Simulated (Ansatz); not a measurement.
An Ansatz (a program for electronic structure) run. Input:

Ansatz 0.2 input:
```yaml
crystal:
  lattice:
    - [3.172286555, 0.0, 0.0]
    - [0.0, 3.172286555, 0.0]
    - [0.0, 0.0, 3.172286555]
  atoms:
    - { symbol: Mo, position: [0.0, 0.0, 0.0] }
    - { symbol: W, position: [0.5, 0.5, 0.5] }
kpoints:
  mp_grid: { grid: [10, 10, 10] }
  band_path:
    path:
      - [[0.0, 0.0, 0.0], [0.0, 0.5, 0.0], [0.5, 0.5, 0.0], [0.0, 0.0, 0.0], [0.5, 0.5, 0.5], [0.0, 0.5, 0.0]]  # Γ-X-M-Γ-R-X
      - [[0.5, 0.5, 0.5], [0.5, 0.5, 0.0]]  # R-M
    npoints: 12
basis: { xc_grid: 2 }
hamiltonian:
  xc: pbe
  pseudopotentials: { azcp: { folder: ./paw }, kind: paw_fr }
magnetization: { noncollinear: true, spin_orbit: true }
scf:
  n_extra_bands: 12
  convergence: { dr2_threshold: 0.0000000001 }
  occupations: { method: gaussian, width: 0.05 }
output: { eigenvalues: true }
```

Output (shortened):

```
Pseudopotential: Mo, paw, valence charge 14
Pseudopotential: W, paw, valence charge 14
Functional definition: PBE
non-collinear run that drives no moment, with spin-orbit …
Crystal: 2 atoms, lattice volume = 31.924 Å³
Basis set: ecut = 420 eV, 619 PW (Γ), exchange–correlation on 48×48×48 points (8 copies of the dense FFT grid, shifted against one another)
Bands: 40, of which v1, the nominal top of the filled ones, is band 28 counted from 1 (27 counted from 0)
Symmetry: 48 space group operations + 48 with time reversal
k-points: 56 of 1000
Projection manifold: j_resolved (fully-relativistic pseudo-atomic orbitals)
SCF iter   1: F=—  HF=-15368.812951 eV  |F-HF|=—  |Δ(HF+E_count)|=         —  Δρ=9.63e-2  dr2=3.57e0  dr2_m=0.00e0 (ungated)  ethr=3.10e-3  |M|=0.00e0 ∫|m|=0.00e0 μB  |m|>n=0.0e0 m-floor=0.0e0 τ_xc=0.0e0  β_m=0.30  ⟨swp⟩=6.7  Hψ=5295  notcnv=0  defer=6
preconditioner: auto → none
SCF iter   2: F=—  HF=-15368.247528 eV  |F-HF|=—  |Δ(HF+E_count)|=   5.65e-1  Δρ=6.31e-2  dr2=1.23e0  dr2_m=0.00e0 (ungated)  ethr=3.10e-3  |M|=0.00e0 ∫|m|=0.00e0 μB  |m|>n=0.0e0 m-floor=0.0e0 τ_xc=0.0e0  β_m=0.50  ⟨swp⟩=2.4  Hψ=1822  notcnv=0  defer=268
SCF iter   3: F=—  HF=-15368.147032 eV  |F-HF|=—  |Δ(HF+E_count)|=   1.00e-1  Δρ=6.14e-2  dr2=2.49e0  dr2_m=0.00e0 (ungated)  ethr=3.10e-3  |M|=0.00e0 ∫|m|=0.00e0 μB  |m|>n=0.0e0 m-floor=0.0e0 τ_xc=0.0e0  β_m=0.37  ⟨swp⟩=2.2  Hψ=1870  notcnv=0  defer=268
SCF iter   4: F=—  HF=-15367.840156 eV  |F-HF|=—  |Δ(HF+E_count)|=   3.07e-1  Δρ=1.23e-2  dr2=4.86e-2  dr2_m=0.00e0 (ungated)  ethr=3.10e-3  |M|=0.00e0 ∫|m|=0.00e0 μB  |m|>n=0.0e0 m-floor=0.0e0 τ_xc=0.0e0  β_m=0.59  ⟨swp⟩=2.1  Hψ=1573  notcnv=0  defer=264
SCF iter   5: F=—  HF=-15367.845611 eV  |F-HF|=—  |Δ(HF+E_count)|=   5.46e-3  Δρ=7.56e-3  dr2=3.52e-2  dr2_m=0.00e0 (ungated)  ethr=1.74e-4  |M|=0.00e0 ∫|m|=0.00e0 μB  |m|>n=0.0e0 m-floor=0.0e0 τ_xc=0.0e0  β_m=0.52  ⟨swp⟩=2.2  Hψ=1880  notcnv=0  defer=280
SCF iter   6: F=—  HF=-15367.841779 eV  |F-HF|=—  |Δ(HF+E_count)|=   3.83e-3  Δρ=2.63e-3  dr2=4.24e-3  dr2_m=0.00e0 (ungated)  ethr=1.26e-4  |M|=0.00e0 ∫|m|=0.00e0 μB  |m|>n=0.0e0 m-floor=0.0e0 τ_xc=0.0e0  β_m=0.70  ⟨swp⟩=1.5  Hψ=1034  notcnv=0  defer=280
SCF iter   7: F=—  HF=-15367.841306 eV  |F-HF|=—  |Δ(HF+E_count)|=   4.73e-4  Δρ=5.90e-4  dr2=2.14e-4  dr2_m=0.00e0 (ungated)  ethr=1.51e-5  |M|=0.00e0 ∫|m|=0.00e0 μB  |m|>n=0.0e0 m-floor=0.0e0 τ_xc=0.0e0  β_m=0.72  ⟨swp⟩=1.5  Hψ=1037  notcnv=0  defer=280
SCF iter   8: F=—  HF=-15367.841284 eV  |F-HF|=—  |Δ(HF+E_count)|=   2.24e-5  Δρ=6.84e-5  dr2=2.87e-6  dr2_m=0.00e0 (ungated)  ethr=7.65e-7  |M|=0.00e0 ∫|m|=0.00e0 μB  |m|>n=0.0e0 m-floor=0.0e0 τ_xc=0.0e0  β_m=0.80  ⟨swp⟩=1.8  Hψ=1101  notcnv=0  defer=280
SCF iter  10: F=-15367.841282 eV  HF=-15367.841282 eV  |F-HF|=9.09e-12  |Δ(HF+E_count)|=   3.00e-9  Δρ=2.29e-7  dr2=9.87e-12  dr2_m=0.00e0 (ungated)  ethr=1.00e-12  |M|=0.00e0 ∫|m|=0.00e0 μB  |m|>n=0.0e0 m-floor=0.0e0 τ_xc=0.0e0  ⟨swp⟩=7.4  Hψ=4533  notcnv=0
SCF 1 converged in 10 iterations: F = -15367.841282 eV  dr2 = 9.87e-12
NSCF: frozen V_eff on 74 k-points
SCF converged after 10 iterations
Magnetization: |M| = 0.0000 μB,  M = (+0.0000, +0.0000, +0.0000) μB
Absolute magnetization: 0.0000 μB (∫|m|)
  site 0: m = (+0.0000, +0.0000, +0.0000) μB, |m| = 0.0000 μB  (R = 1.13 Å)
  site 1: m = (+0.0000, +0.0000, +0.0000) μB, |m| = 0.0000 μB  (R = 1.13 Å)
Free energy (F): -15367.841282 eV
Harris-Foulkes:  -15367.841282 eV  (|F-HF|=9.09e-12)
Internal energy: -15367.839996 eV  (E = F + TS)
E sigma→0 (E₀):  -15367.840639 eV
Entropy (-TS):   -0.001286 eV (-0.643 meV/atom)
Fermi energy:    21.426593 eV
--- Per-component energies (eV) ---
  E_band       = -151.882325
  E_kinetic    = 842.174774
  E_local      = -1331.394766  (includes V_loc(G=0)·N_el)
  E_nonlocal   = 118.711385
  E_hartree    = 495.251685
  E_xc         = -443.403982
  E_vxc        = -450.375178  (∫ρ·V_xc dr)
  E_paw        = -11811.413900  (= ΣΔE_a)
  E_vpaw       = -321.502216  (= ΣTr[D̂ρ^β])
  E_aug_tail   = 0.000197  (compensation charges beyond the density's cutoff)
  E_ewald      = -3237.765389
  E_smearing   = -0.001286  (= −TS)
  E_closure    = 0.000000  (closes the sum)
  Σ components = -15367.841282   (vs F -15367.841282, Δ=0.00e0)
  [band-id]    e_kinetic+e_local+e_nonlocal+2·e_hartree+e_vxc+e_vpaw+e_augmentation_tail = -151.882434   (vs E_band -151.882325, Δ=-1.09e-4)
--- Band table (eV; the first three rows and the last of 56) ---
  k-point 0: bands = ["-52.5613", "-52.5613", "-39.5647", "-39.5647", "-23.9320", "-23.9320", "-15.2661", "-15.2661", "-14.2600", "-14.2600", "-14.2600", "-14.2600", "-12.5948", "-12.5948", "-12.5948", "-12.5948", "12.9857", "12.9857", "15.8865", "15.8865", …
  k-point 1: bands = ["-52.5604", "-52.5604", "-39.5633", "-39.5633", "-23.9342", "-23.9342", "-15.2740", "-15.2740", "-14.2633", "-14.2633", "-14.2446", "-14.2446", "-12.6287", "-12.6287", "-12.6089", "-12.6089", "13.2134", "13.2134", "16.0068", "16.0068", …
  k-point 2: bands = ["-52.5581", "-52.5581", "-39.5596", "-39.5596", "-23.9400", "-23.9400", "-15.2950", "-15.2950", "-14.2706", "-14.2706", "-14.2026", "-14.2026", "-12.7173", "-12.7173", "-12.6472", "-12.6472", "13.8613", "13.8613", "16.3648", "16.3648", …
  k-point 55: bands = ["-52.5344", "-52.5344", "-39.5099", "-39.5099", "-24.0216", "-24.0216", "-15.4601", "-15.4601", "-14.3336", "-14.3336", "-14.3336", "-14.3336", "-13.0004", "-13.0004", "-13.0004", "-13.0004", "18.0787", "18.0787", "18.7148", "18.7148", …
```

Cost: roughly 16 core-seconds on shared cores.

Space group Pm-3m (CsCl type). The start of the workflow was typed in or built on a structure type; neither database checked (COD, Materials Project) lists it. Whether it is the stable phase at ambient conditions was not checked. The cell was relaxed with PBE under the symmetry of its start; whether a distortion lowers the energy is not shown. The run is not spin-polarised.

Potentials: the earlier of the program's two PAW sets.

Ansatz is a plane-wave DFT program.
